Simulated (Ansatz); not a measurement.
Here is the system:

LiCl:
```cif
data_Cl4Li4
_chemical_formula_sum 'Li4 Cl4'
_space_group_name_H-M_alt 'Fm-3m'
_space_group_IT_number 225
_space_group_name_Hall '-F 4 2 3'
_cell_length_a 5.11240
_cell_length_b 5.11240
_cell_length_c 5.11240
_cell_angle_alpha 90.000
_cell_angle_beta 90.000
_cell_angle_gamma 90.000
loop_
_atom_site_label
_atom_site_type_symbol
_atom_site_symmetry_multiplicity
_atom_site_Wyckoff_symbol
_atom_site_fract_x
_atom_site_fract_y
_atom_site_fract_z
_atom_site_occupancy
Li1 Li 4 a 0.00000 0.00000 0.00000 1
Cl1 Cl 4 b 0.50000 0.50000 0.50000 1
```
(The calculation used a cell of 2 atoms; values per cell refer to that cell.)

This is the r²SCAN-relaxed structure.

Q: All from the program Ansatz at the r²SCAN level (PAW), unless another level is named. Estimate the hole effective mass.

A: 0.60, 1.9, 21 mₑ (principal values).

Q: What about the band gap?

A: 7.29 eV (smallest direct gap 7.29 eV).

Q: Next, the HSE06 gap on the r²SCAN cell?

A: 7.78 eV.

Q: Predict the formation energy from the elements (no fitted shifts).

A: -2.02 eV/atom.

Q: And the valence-band maximum?

A: on the K–Γ line, 83 % of the way from K.

Q: Predict the conduction-band minimum.

A: at Γ.

The cell was relaxed with r²SCAN under the symmetry of its start; phonons on a q-mesh show no instability. The references are the lowest solids computed at this level, not always the standard phases (solids in place of the gases).

Potentials: the later of the program's two PAW sets.
